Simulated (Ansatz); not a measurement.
A relaxed cell of CsCl (Fm-3m (No. 225)), relaxed on a k-mesh at least as fine as the one used below. All values below come from r2SCAN (plane waves to 500 eV, PAW, scalar-relativistic; Ansatz, an electronic-structure program). Γ-centred k-mesh 6×6×3 on the run's cell (coarser than for final values), Fermi–Dirac smearing 0.05 eV.

```xyz
4
Lattice="0.0000 3.5030 3.5030 3.5030 0.0000 3.5030 7.0060 7.0060 0.0000" Properties=species:S:1:pos:R:3 pbc="T T T"
Cl     0.0000     0.0000     0.0000
Cl     3.5030     3.5030     0.0000
Cs     3.5030     3.5030     3.5030
Cs     7.0060     7.0060     3.5030
```

The atoms are displaced by (Å):

```csv
atom,ux,uy,uz
Cl1,-0.142,0.031,0.001
Cl2,-0.058,-0.036,-0.023
Cs3,-0.187,0.104,-0.083
Cs4,-0.030,0.024,-0.030
```

What forces (eV/Å) and pressure result?


| atom | Fx | Fy | Fz |
|---|---|---|---|
| Cl1 | 0.07 | 0.03 | -0.06 |
| Cl2 | -0.05 | 0.13 | -0.03 |
| Cs3 | 0.09 | -0.13 | 0.06 |
| Cs4 | -0.10 | -0.03 | 0.02 |

Pressure +0.1 GPa.

Estimate the energy cost of the displacement in the harmonic approximation and compare with the calculation.

For a harmonic well ΔE = −½ Σ F·u = 0.022 eV a cell, or 5 meV/atom. The calculated energy relative to the undisplaced cell is +0.005 eV/atom, so the harmonic estimate holds well.

No spin polarisation in the result.

The run that gave the undisplaced cell could not lose the symmetry of its start.

The first start was generated by placing the elements on the sites of a structure type. A measured structure of CsCl has the same space group, Fm-3m (No. 225); the sites were not compared with it. Another known form has space group No. 221.
